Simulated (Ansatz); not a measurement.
# Computed scan of one atom of the cell: HfO2 (tetragonal-ZrO2 type, space group P4_2/nmc)

HfO2 (tetragonal-ZrO2 type, space group P4_2/nmc)

```
HfO2
1.0
    3.56753     0.00000     0.00000
    0.00000     3.56753     0.00000
    0.00000     0.00000     5.16669
Hf O
2 4
Direct
  0.00000   0.00000   0.00000
  0.50000   0.50000   0.50000
  0.00000   0.50000   0.20010
  0.00000   0.50000   0.70010
  0.50000   0.00000   0.29990
  0.50000   0.00000   0.79990
```

In this cell atom 5 (O, nearest neighbour Hf at 2.062 Å; its periodic images, 3.6 Å or more away, move with it) is moved by s towards the nearest neighbour, unit vector (0.000, -0.865, 0.501); all other atoms and the cell stay fixed.

Level of theory: PBEsol (plane waves to 420 eV, PAW, scalar-relativistic; Ansatz, a program for electronic structure). k mesh 8×8×5 (Γ-centred), Fermi-Dirac smearing 0.05 eV. E stands for the smeared free energy. Stress and pressure are positive under compression. Left out: 2 of 11 points, with atoms too close for the PAW data. F∥ is the force on the atom along that direction. F⊥ is the part of the force across the line. HfO2 is run without spin polarisation. HfO2 was relaxed with its symmetry unable to fall. Spin-orbit coupling is left out, though Hf is heavy. The PAW data are Ansatz's earlier set. This is a high-temperature form of HfO2. The zero of ΔE is the undisplaced structure.

```
s (Å)   ΔE (meV/cell)  |F⊥| (eV/Å)  P (GPa)  F∥ (eV/Å)
------  -------------  -----------  -------  ---------
-0.410           1055        1.738      5.1      4.445
-0.328            714        1.249      3.2      3.856
-0.246            426        0.827      1.6      3.150
-0.164            202        0.477      0.5      2.301
-0.082             54        0.202     -0.1      1.270
0.000               0        0.000      0.0      0.000
0.082              63        0.136      1.0     -1.591
0.164             273        0.218      3.1     -3.638
0.246             678        0.259      6.5     -6.368
```

Summary:

| Property | Result |
|---|---|
| Energy at s = 0.246 Å | 678 meV/cell |
| Force along the line at s = -0.410 Å | 4.45 eV/Å |
| Symmetry of the curve | not even: the positive side lies higher at ±0.246 Å |
| Shape of the curve | a single well with its minimum at or next to zero displacement |
| Force constant k = d²E/ds² at s = 0 (finite differences) | 17.2 eV/Å² |
| Harmonic estimate at the end of the scan | ½ks² = 521 meV/cell against the computed 678 meV/cell, so the well is stiffer than harmonic there |

The 11 points together took very roughly 7 core-minutes.

(For displaced atoms, the force is minus the slope of the energy, and its curvature is a force constant, which sets phonon frequencies.)
